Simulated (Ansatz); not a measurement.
A relaxed cell of ZnCu₂SnS₄ (I-4 (No. 82)), relaxed on a k-mesh at least as fine as the one used below. Level of theory: r2SCAN (plane waves to 500 eV, PAW, scalar-relativistic; Ansatz, a quantum-chemistry and plane-wave program). Γ-centred k-mesh 5×5×6 on the run's cell (coarser than for final values), Fermi–Dirac smearing 0.05 eV.

```
CELL_PARAMETERS angstrom
     -2.70724     2.70724     5.41134
      2.70724    -2.70724     5.41134
      2.70724     2.70724    -5.41134
ATOMIC_POSITIONS crystal
  Cu 0.00000 0.00000 0.00000
  Cu 0.75000 0.25000 0.50000
  Zn 0.25000 0.75000 0.50000
  Sn 0.50000 0.50000 0.00000
  S  0.63529 0.62867 0.52217
  S  0.10651 0.11312 0.47783
  S  0.37133 0.89349 0.00661
  S  0.88688 0.36471 0.99339
```

The atoms are displaced by (Å):

```tsv
atom	ux	uy	uz
Cu1	-0.063	0.060	-0.160
Cu2	0.071	-0.029	0.040
Zn3	0.031	0.042	-0.092
Sn4	-0.036	-0.080	0.021
S5	-0.001	-0.048	-0.143
S6	-0.061	-0.190	-0.101
S7	-0.120	-0.006	-0.065
S8	-0.060	-0.065	0.175
```

Task: What forces (eV/Å) and pressure result?

Result: 
```csv
atom,Fx,Fy,Fz
Cu1,-0.36,-0.55,0.58
Cu2,-0.63,-0.32,-0.05
Zn3,-0.24,-0.99,0.55
Sn4,-1.40,1.21,-1.49
S5,-0.30,-0.66,1.54
S6,0.49,1.59,0.41
S7,1.87,-0.70,0.42
S8,0.58,0.42,-1.97
```

Pressure +1.9 GPa.

Task: Estimate the energy cost of the displacement in the harmonic approximation and compare with the calculation.

Result: For a harmonic well ΔE = −½ Σ F·u = 0.766 eV a cell, or 96 meV/atom. The calculated energy relative to the undisplaced cell is +0.10 eV/atom, so the harmonic estimate holds well.

No spin polarisation in the result.

The run that gave the undisplaced cell could not lose the symmetry of its start; a randomly shaken copy of 8 atoms returns to this structure.
